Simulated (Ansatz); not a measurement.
# Cs$_{3}$Ga: computed properties

Method: Ansatz 0.2.0, DFT PBE, scalar-relativistic, plane waves, PAW.

Plane waves to 420 eV, a k mesh through Γ of 12×12×4 on the computed 4-atom cell and Gaussian smearing (0.10 eV); no spin polarisation.

The structure is relaxed at this level of theory with its symmetry kept, and needn't be the ground state of this composition.

```
CELL_PARAMETERS angstrom
5.43506 0.00000 0.00000
-2.71753 4.70690 0.00000
0.00000 0.00000 13.37592
ATOMIC_POSITIONS crystal
Cs 0.33333 0.66667 0.16263
Cs 0.00000 0.00000 0.50000
Cs 0.66667 0.33333 0.83737
Ga 0.00000 0.00000 0.00000
```

(1) Formation energy from the elements' standard states (uncorrected)?

(2) Kohn–Sham band gap?

(3) Density of states at the Fermi level?

(4) Orbital (Löwdin) character within 0.5 eV of the Fermi level?

(5) Bader charge by site (e)?

Spin-orbit coupling is left out, which matters for the bands of heavy elements. Spin polarisation was left out, and a magnetic state may lie lower.

## Answers

(1) +0.212 eV/atom.

(2) none (metal).

(3) 7.9 states/eV per cell.

(4) Ga 4p 57 %, Cs 6s 32 %, unprojected 8 %.

(5) Cs (2 in the cell) 0.41, Cs (1 in the cell) -0.01, Ga (1 in the cell) -0.82.

The cell was found from a structure generator's guess, not taken from experiment. Löwdin shares on free-atom orbitals overweight diffuse shells.
